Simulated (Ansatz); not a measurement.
Al:
```cif
data_Al4
_chemical_formula_sum 'Al4'
_space_group_name_H-M_alt 'Fm-3m'
_space_group_IT_number 225
_space_group_name_Hall '-F 4 2 3'
_cell_length_a 3.98227
_cell_length_b 3.98227
_cell_length_c 3.98227
_cell_angle_alpha 90.000
_cell_angle_beta 90.000
_cell_angle_gamma 90.000
loop_
_atom_site_label
_atom_site_type_symbol
_atom_site_symmetry_multiplicity
_atom_site_Wyckoff_symbol
_atom_site_fract_x
_atom_site_fract_y
_atom_site_fract_z
_atom_site_occupancy
Al1 Al 4 a 0.00000 0.00000 0.00000 1
```
(The calculation used a cell of 1 atom; values per cell refer to that cell.)

Relaxed with DFT-PBE+D3(BJ) in the program Ansatz with PAW potentials. Indices refer to the conventional cell of Fm-3m, a = b = c = 3.982 Å, α = β = γ = 90.00°.

Task: Simulate the powder diffraction pattern (Co Kα, λ = 1.79026 Å; lines above 1 %) up to 2θ = 90°.

Result: Simulated powder pattern, Co Kα, λ = 1.79026 Å (kinematic, ideal powder, no thermal factors, no anomalous dispersion; the 30 strongest lines at most, above 1 %, up to 2θ = 90°):

```
2θ (°)  d (Å)  I/Imax (%)    hkl
------  -----  ----------  -----
45.83   2.299         100  (111)
53.43   1.991          48  (200)
78.95   1.408          31  (220)
```

Symmetry was held in the PBE+D3(BJ) relaxation. The pairwise dispersion correction was not fitted to metals.

Potentials: the later of the program's two PAW sets.
